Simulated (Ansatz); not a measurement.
Data:

MoP₂:
Space group Cmc2₁ (No. 36); a = 3.1093 Å, b = 11.0862 Å, c = 4.9319 Å, α = 90.00°, β = 90.00°, γ = 90.00°

| atom | site | symmetry | x | y | z |
|---|---|---|---|---|---|
| Mo | 4a | m.. | 0.0000 | 0.0933 | 0.4980 |
| P | 4a | m.. | 0.0000 | 0.4301 | 0.3797 |
| P | 4a | m.. | 0.0000 | 0.7031 | 0.1974 |
(The calculation used a cell of 6 atoms; values per cell refer to that cell.)

This is the LDA-relaxed structure.

Q: All from the program Ansatz at the LDA level (PAW), unless another level is named. Estimate the electronic character.

A: metallic (no gap).

Q: Next, the formation energy from the elements (no fitted shifts)?

A: -0.65 eV/atom.

Q: And the density of states at the Fermi level?

A: 0.17 states/eV per atom (mean over ±0.08 eV).

Space group Cmc2_1. The first step of the workflow began from a Materials Project structure, measured or hypothetical; the Crystallography Open Database copy checked does not list it. Its standing as an ambient phase is unchecked. The cell was relaxed with LDA under the symmetry of its start; its stability against distortions is not shown here. No spin polarisation was allowed. The references are the lowest solids computed at this level, not always the standard phases. Scalar-relativistic: spin–orbit coupling is off unless named, which matters more the heavier the elements.

Potentials: the earlier of the program's two PAW sets. The files were generated under PBE; for other functionals the program regenerates the frozen cores, and for LDA and PBEsol the local potential too.
